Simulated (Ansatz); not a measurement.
All numbers below come from DFT PBE, scalar-relativistic, plane waves, PAW in Ansatz 0.2.0. All cells share a 420 eV cutoff and Γ-centred k meshes spaced at most about 0.3 Å⁻¹ (about 0.25 or finer for metals, 2π included). No spin polarisation in the final relaxations.

All energies are static (0 K, no zero-point motion).

Compare these two cells of Ta2NbO2, each relaxed at this level.

A.

Space group P6/mmm (No. 191). a = 4.595 Å, b = 4.595 Å, c = 3.972 Å, α = 90.00°, β = 90.00°, γ = 120.00°
| atom | site | symmetry | x | y | z |
| --- | --- | --- | --- | --- | --- |
| Ta | 2d | -6m2 | 0.3333 | 0.6667 | 0.5000 |
| Nb | 1a | 6/mmm | 0.0000 | 0.0000 | 0.0000 |
| O | 2c | -6m2 | 0.3333 | 0.6667 | 0.0000 |

B.

Space group P4/mmm (No. 123). a = 4.187 Å, b = 4.187 Å, c = 4.203 Å, α = 90.00°, β = 90.00°, γ = 90.00°
```
atom  site  symmetry       x       y       z
  Ta    2e      mmm.  0.5000  0.0000  0.5000
  Nb    1c     4/mmm  0.5000  0.5000  0.0000
   O    2f      mmm.  0.5000  0.0000  0.0000
```

Question: Which would you expect to be lower, and how large is the difference?

Answer: B is lower, by 0.55 eV/atom. A has space group P6/mmm (No. 191), 14.5 Å³/atom and no gap on its mesh; B has space group P4/mmm (No. 123), 14.7 Å³/atom and no gap. Counting O atoms around Nb and Ta (those within 1.25 times the shortest such distance or 1.15 times the sum of covalent radii), A has Ta 2, Nb 6 and B has Ta 2, Nb 4. In A, Ta is surrounded by 2 O at 1.99 Å, 3 Ta at 2.65 Å, 6 Nb at 3.31 Å and 6 O at 3.31 Å; around Nb lie 6 O at 2.65 Å and 12 Ta at 3.31 Å; O has 2 Ta at 1.99 Å, 3 Nb at 2.65 Å and 3 O at 2.65 Å. In B, Ta has 2 O at 2.10 Å, 4 Ta at 2.96 Å and 4 Nb at 2.97 Å; Nb has 4 O at 2.09 Å and 8 Ta at 2.97 Å; around O lie 2 Nb at 2.09 Å and 2 Ta at 2.10 Å. Both come from invented guesses.

These runs have no spin–orbit coupling, which can matter for Ta. In P6/mmm, P4/mmm an odd number of electrons in the primitive cell allows no gap without spin; a larger cell or a magnetic state could open one. Cells relaxed within their symmetry can be saddle points.
